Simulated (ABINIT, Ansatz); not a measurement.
Given: the input of a run of Ansatz 0.2.0 on BiTe. Atoms were shifted at random by some hundredths of an Å from the given cell, which wasn't relaxed again for these runs. 

input.yaml

```yaml
crystal:
  lattice:
    - [0.0, 3.235, 3.235]
    - [3.235, 0.0, 3.235]
    - [3.235, 3.235, 0.0]
  atoms:
    - { symbol: Bi, position: [-0.017056, -0.008804, 0.023815] }
    - { symbol: Te, position: [0.496114, 0.492255, 0.502187] }
hamiltonian:
  xc: pbe
  pseudopotentials: { kind: paw }
kpoints:
  mp_grid: { grid: [7, 7, 7] }
scf:
  occupations: { method: fermi_dirac, width: 0.05 }
output:
  forces: true
  stress: true
  eigenvalues: true
```

Potentials or basis: Ansatz PAW.

Command:

```sh
$ ansatz run input.yaml --threads 1 --pin off --max-ram 3584MiB --backend cpu --events-out ev --progress --plain --runs-dir out
```

Q: What does the same run look like in ABINIT 10.8.3 (patched build)? Potentials or basis there: JTH PAW PBE v2.0, cutoff 599 eV.

A: As run (cutoffs and basis follow the program's own potentials, and thresholds, step limits or extra output files can differ):

The input run.abi:

```
# Pseudopotentials
pp_dirpath "./"
pseudos "Bi.GGA_PBE-JTH.xml, Te.GGA_PBE-JTH.xml"

# Structure
acell 3*1.0
rprim
     0.0000000000     6.1132640132     6.1132640132
     6.1132640132     0.0000000000     6.1132640132
     6.1132640132     6.1132640132     0.0000000000
ntypat 2
znucl 83 52
natom 2
typat 1 2
xcart
     0.0485605850     0.0218653650    -0.0836571000
     3.2170198700     3.2295037350     3.1973737150 Angstrom
chkprim 0
chksymtnons 0
tolsym 1.0e-6

# Plane-wave basis
ecut 22.0
pawecutdg 44.0

# k points
kptopt 1
ngkpt 7 7 7
nshiftk 1
shiftk 0.0 0.0 0.0

# Exchange and correlation
ixc 11

# Bands and occupations
nband 15
occopt 3
tsmear 0.00183747

# SCF cycle
nstep 100
tolvrs 1.0e-9

# Output
iomode 3
prtwf 0
prtden 0
prteig 0
prtebands 0
enunit 2
```

Potentials or basis: JTH PAW PBE v2.0.

Launch:

```bash
$ abinit run.abi > log 2>&1
```

Both were run:

|  | Ansatz | ABINIT |
| --- | --- | --- |
| Pressure | 1.0 GPa | 1.0 GPa |
| Largest force | 0.244 eV/Å | 0.247 eV/Å |
| Energy over the undisturbed cell | 5.2 meV/atom | 5.3 meV/atom |

Ansatz's pressure holds a Pulay term of +0.03 GPa for its cutoff of 420 eV, which the other run lacks.

The potentials hold 31 and 21 valence electrons a cell.

Where Ansatz's input types no cutoff or centring, it takes its own default and a Γ-centred mesh.

Pressure is positive in compression.
